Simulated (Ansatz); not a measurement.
An Ansatz (a first-principles code) run. Input:

Ansatz 0.2 input:
```yaml
crystal:
  lattice:
    - [2.7533672286, 0.0, 0.0]
    - [-1.3766836143, 2.384485966, 0.0]
    - [0.0, 0.0, 4.4255930659]
  atoms:
    - { symbol: Mo, position: [0.6666666667, 0.3333333333, 0.0] }
    - { symbol: Ru, position: [0.3333333333, 0.6666666667, 0.5] }
kpoints:
  mp_grid: { grid: [24, 24, 13] }
hamiltonian:
  xc: r2scan
  pseudopotentials: { kind: paw }
scf:
  occupations: { method: fermi_dirac, width: 0.1 }
elastic: { mode: relaxed_ion, stencil: two_point, amplitude: 0.005, f_tol: 0.0005 }
```

Output (shortened):

```
Pseudopotential: Mo, paw, valence charge 14
Pseudopotential: Ru, paw, valence charge 16
Functional definition: r2SCAN
Crystal: 2 atoms, lattice volume = 29.056 Å³
Basis set: ecut = 500 eV, 713 PW (Γ), exchange–correlation on 96×96×144 points (64 copies of the dense FFT grid, shifted against one another)
Bands: 19, of which v1, the nominal top of the filled ones, is band 15 counted from 1 (14 counted from 0)
Symmetry: 12 space group operations
Space group: P-6m2 (ITA 187), of the structure as read, at distance tolerance 3.1e-5 Å
k-points: 427 of 7488 (time reversal used)
SCF 1 converged in 12 iterations: F = -10858.141251 eV  dr2 = 1.29e-14
Crystal: 2 atoms, lattice volume = 29.056 Å³
SCF 2 converged in 3 iterations: F = -10858.141251 eV  dr2 = 1.13e-15
Crystal: 2 atoms, lattice volume = 28.910 Å³
Symmetry: 4 space group operations
k-points: 1099 of 7488 (time reversal used)
SCF 3 converged in 14 iterations: F = -10858.139842 eV  dr2 = 4.25e-15
relax step   1: F+E_penalty+E_count = -10858.13984211 eV  Δ(F+E_penalty+E_count) = +0.000e0 eV  max|allowed force component| = 1.448e-2 eV/Å  Δτ_max = 0.0000 Å  (14 SCF iters, accepted)
Crystal: 2 atoms, lattice volume = 28.910 Å³
SCF 4 converged in 10 iterations: F = -10858.139875 eV  dr2 = 8.97e-15
relax step   2: F+E_penalty+E_count = -10858.13987507 eV  Δ(F+E_penalty+E_count) = -3.296e-5 eV  max|allowed force component| = 9.221e-4 eV/Å  Δτ_max = 0.0024 Å  (10 SCF iters, accepted)
Crystal: 2 atoms, lattice volume = 28.910 Å³
SCF 5 converged in 8 iterations: F = -10858.139875 eV  dr2 = 1.60e-14
relax step   3: F+E_penalty+E_count = -10858.13987520 eV  Δ(F+E_penalty+E_count) = -1.341e-7 eV  max|allowed force component| = 4.343e-7 eV/Å  Δτ_max = 0.0001 Å  (8 SCF iters, accepted)
Crystal: 2 atoms, lattice volume = 28.910 Å³
SCF 6 converged in 2 iterations: F = -10858.139875 eV  dr2 = 4.06e-15
Crystal: 2 atoms, lattice volume = 29.201 Å³
Basis set: ecut = 500 eV, 717 PW (Γ), exchange–correlation on 96×96×144 points (64 copies of the dense FFT grid, shifted against one another)
SCF 7 converged in 13 iterations: F = -10858.140549 eV  dr2 = 1.66e-14
relax step   1: F+E_penalty+E_count = -10858.14054950 eV  Δ(F+E_penalty+E_count) = +0.000e0 eV  max|allowed force component| = 1.402e-2 eV/Å  Δτ_max = 0.0000 Å  (13 SCF iters, accepted)
Crystal: 2 atoms, lattice volume = 29.201 Å³
SCF 8 converged in 10 iterations: F = -10858.140582 eV  dr2 = 6.17e-15
relax step   2: F+E_penalty+E_count = -10858.14058220 eV  Δ(F+E_penalty+E_count) = -3.271e-5 eV  max|allowed force component| = 7.645e-4 eV/Å  Δτ_max = 0.0022 Å  (10 SCF iters, accepted)
Crystal: 2 atoms, lattice volume = 29.201 Å³
SCF 9 converged in 7 iterations: F = -10858.140582 eV  dr2 = 9.35e-14
relax step   3: F+E_penalty+E_count = -10858.14058230 eV  Δ(F+E_penalty+E_count) = -9.760e-8 eV  max|allowed force component| = 2.395e-7 eV/Å  Δτ_max = 0.0001 Å  (7 SCF iters, accepted)
Crystal: 2 atoms, lattice volume = 29.201 Å³
SCF 10 converged in 4 iterations: F = -10858.140582 eV  dr2 = 6.93e-16
Crystal: 2 atoms, lattice volume = 28.910 Å³
SCF 11 converged in 12 iterations: F = -10858.140353 eV  dr2 = 4.70e-14
Crystal: 2 atoms, lattice volume = 29.201 Å³
SCF 12 converged in 9 iterations: F = -10858.139633 eV  dr2 = 1.66e-14
Crystal: 2 atoms, lattice volume = 29.055 Å³
Symmetry: 2 space group operations
k-points: 1957 of 7488 (time reversal used)
SCF 13 converged in 14 iterations: F = -10858.140995 eV  dr2 = 6.74e-15
relax step   1: F+E_penalty+E_count = -10858.14099456 eV  Δ(F+E_penalty+E_count) = +0.000e0 eV  max|allowed force component| = 2.150e-4 eV/Å  Δτ_max = 0.0000 Å  (14 SCF iters, accepted)
Crystal: 2 atoms, lattice volume = 29.055 Å³
SCF 14 converged in 3 iterations: F = -10858.140995 eV  dr2 = 9.20e-17
Crystal: 2 atoms, lattice volume = 29.055 Å³
SCF 15 converged in 14 iterations: F = -10858.140995 eV  dr2 = 6.04e-15
relax step   1: F+E_penalty+E_count = -10858.14099456 eV  Δ(F+E_penalty+E_count) = +0.000e0 eV  max|allowed force component| = 2.150e-4 eV/Å  Δτ_max = 0.0000 Å  (14 SCF iters, accepted)
Crystal: 2 atoms, lattice volume = 29.055 Å³
SCF 16 converged in 3 iterations: F = -10858.140995 eV  dr2 = 8.74e-17
SCF converged after 3 iterations
Free energy (F): -10858.141251 eV
Harris-Foulkes:  -10858.141251 eV  (|F-HF|=3.64e-12)
Internal energy: -10858.084228 eV  (E = F + TS)
E sigma→0 (E₀):  -10858.112740 eV
Entropy (-TS):   -0.057023 eV (-28.512 meV/atom)
Fermi energy:    21.907547 eV
--- Per-component energies (eV) ---
  E_band       = -135.518186
  E_kinetic    = 955.626015
  E_local      = -2080.617211  (includes V_loc(G=0)·N_el)
  E_nonlocal   = 485.834912
  E_hartree    = 682.430298
  E_xc         = -362.955519
  E_vxc        = -523.764600  (∫ρ·V_xc dr)
  E_paw        = -6696.411003  (= ΣΔE_a)
  E_vpaw       = -373.420607  (= ΣTr[D̂ρ^β])
  E_aug_tail   = 0.000098  (compensation charges beyond the density's cutoff)
  E_vtau       = 35.962610  (kinetic-family band-sum trace: ∫τ·v_τ [+ j·A + Jᵃ·Aᵃ] dr)
  E_ewald      = -3841.459658
  E_core_change = -0.532159  (= ΣΔE_core)
  E_smearing   = -0.057023  (= −TS)
  E_closure    = 0.000000  (closes the sum)
  Σ components = -10858.141251   (vs F -10858.141251, Δ=0.00e0)
--- Forces (eV/Å), atoms counted from 1 ---
  atom   1  Mo     0.00000000     0.00000000     0.00000000
  atom   2  Ru     0.00000000     0.00000000     0.00000000
  max |Σ_I F_I| component: 3.93e-17 eV/Å
--- Stress (GPa, compression-positive) ---
        0.370820       0.000000       0.000000
        0.000000       0.370820       0.000000
        0.000000       0.000000      -0.412359
  P = ⅓ Tr σ = 0.1098 GPa (1.098 kbar)
--- Band table (eV; the first three rows and the last of 427) ---
  k-point 0: bands = ["-52.7858", "-40.8302", "-22.0248", "-21.6507", "-21.6507", "-14.1687", "-13.4100", "-13.4100", "14.3047", "16.3110", "19.9477", "19.9477", "20.3764", "21.4623", "21.4623", "21.5172", "21.5172", "23.5684", "25.0252"]
  k-point 1: bands = ["-52.7858", "-40.8304", "-22.0221", "-21.6507", "-21.6507", "-14.1739", "-13.4101", "-13.4101", "14.3728", "16.3320", "19.9268", "19.9268", "20.3377", "21.2634", "21.2634", "21.7515", "21.7515", "23.3704", "25.0309"]
  k-point 2: bands = ["-52.7857", "-40.8311", "-22.0146", "-21.6506", "-21.6506", "-14.1882", "-13.4104", "-13.4104", "14.5726", "16.3904", "19.8761", "19.8761", "20.2273", "21.0590", "21.0590", "22.0534", "22.0534", "22.8436", "25.0390"]
  k-point 426: bands = ["-52.6789", "-40.5783", "-22.1384", "-22.1194", "-21.8839", "-14.3619", "-14.3400", "-13.9799", "17.9221", "17.9353", "18.3244", "18.5756", "19.5346", "20.6084", "21.7725", "22.0455", "24.1703", "25.1631", "30.7091"]
--- Elastic constants: 3 strain directions × 2 members + reference (group order 12) ---
  dense FFT box of the reference and of every strained cell: 24×24×36
  strains applied: 11, 33, 23; error gains …
  C = ∂σ_k/∂η_j (tension-positive GPa; Voigt order 11 22 33 23 13 12):
       450.504    248.318    174.977      0.000      0.000      0.000
       248.318    450.504    174.977      0.000      0.000      0.000
       174.171    174.171    554.491      0.000      0.000      0.000
         0.000      0.000      0.000    112.713      0.000      0.000
         0.000      0.000      0.000      0.000    112.713      0.000
         0.000      0.000      0.000      0.000      0.000    101.093
  reference stress σ⁰ (GPa):     -0.371     -0.371      0.412      0.000      0.000      0.000
  moduli (Voigt/Reuss/Hill, GPa): K = 294.49/294.31/294.40   G = 122.51/116.44/119.48   E = 315.72   ν = 0.321
  mechanically stable: yes (min eigenvalue of sym C = 101.09 GPa)
  strain η (Voigt 11):  stress-route row diagonal C_11 = 450.50 GPa, energy-path curvature d²(F+E_count+ΔE)/dδ²/Ω₀ = 450.45 GPa
         δ    σ_11 (GPa)             F (eV)   n_scf  n_hpsi   n_pw
    -5.000e-3      -2.6826      -10858.1398752       2  191638    760   relax 3 steps, max|allowed force component| 4.34e-7 eV/Å
     5.000e-3       1.8224      -10858.1405823       4  278667    764   relax 3 steps, max|allowed force component| 2.39e-7 eV/Å
  strain η (Voigt 33):  stress-route row diagonal C_33 = 554.49 GPa, energy-path curvature d²(F+E_count+ΔE)/dδ²/Ω₀ = 554.46 GPa
         δ    σ_33 (GPa)             F (eV)   n_scf  n_hpsi   n_pw
    -5.000e-3      -2.4062      -10858.1403532      12  182474    756   relax 0 steps, max|allowed force component| 1.79e-17 eV/Å
     5.000e-3       3.1387      -10858.1396331       9  160711    764   relax 0 steps, max|allowed force component| 4.60e-17 eV/Å
  strain η (Voigt 23):  stress-route row diagonal C_44 = 112.71 GPa, energy-path curvature d²(F+E_count+ΔE)/dδ²/Ω₀ = 112.69 GPa
         δ    σ_23 (GPa)             F (eV)   n_scf  n_hpsi   n_pw
    -5.000e-3      -0.5636      -10858.1409946       3  454432    761   relax 1 steps, max|allowed force component| 2.15e-4 eV/Å
     5.000e-3       0.5636      -10858.1409946       3  453777    761   relax 1 steps, max|allowed force component| 2.15e-4 eV/Å
```

Cost: around 30 core-minutes (rough) on shared cores.

The first step of the workflow began from a Materials Project structure, measured or hypothetical; the Crystallography Open Database copy checked does not list it. With Mo and Ru taken as one species the cell has the higher symmetry P6_3/mmc, so it may be an ordered model of a mixed-site phase. Its standing as an ambient phase is unchecked. The r²SCAN relaxation kept the symmetry of its start; of distortions, only those at the zone centre were tested. No spin polarisation was allowed. As this level gives no gap, shear constants depend on the k-mesh and smearing (Fermi–Dirac, 0.1 eV here). Axis ratios of metals converge slowly with the k-mesh, so a and c are less sure than the volume. On the denser mesh and wider smearing of the elastic run this cell carries a stress of 0.4 GPa. Scalar-relativistic: spin–orbit coupling is off unless named, which matters more the heavier the elements.

Potentials: the later of the program's two PAW sets.

Ansatz is a plane-wave DFT program.
